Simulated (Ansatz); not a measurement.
InMo3N (anti-perovskite, Pm-3m), PBE in the plane-wave PAW code Ansatz, all energies at zero smearing, with the estimated change up to a 700 eV cutoff added, with one set of potentials and settings (totals compare only within such a set). Cell of 5 atoms (1 In, 3 Mo, 1 N): -20850.343 eV.

| element | reference phase | E (eV/atom) |
|---|---|---|
| In | I4/mmm, 1 atoms in the cell | -5597.9156 |
| Mo | Im-3m, 1 atoms in the cell | -4956.0557 |
| N | Pa-3, 8 atoms in the cell | -384.0342 |

Formation energy per atom, worked out: (-20850.343 − 1×(-5597.9156) − 3×(-4956.0557) − 1×(-384.0342))/5 = -0.045 eV/atom (-4 kJ per mol of atoms), at 0 K, without zero-point energy or fitted corrections.

The start of the workflow was typed in or built on a structure type; neither database checked (COD, Materials Project) lists it. Its standing as an ambient phase is unchecked. The PBE relaxation kept the symmetry of its start; whether a distortion lowers the energy is not shown. The workflow began spin-polarised and lost its moments. The references are the lowest solids computed at this level, not always the standard phases (solids in place of the gases).

Potentials: the earlier of the program's two PAW sets.
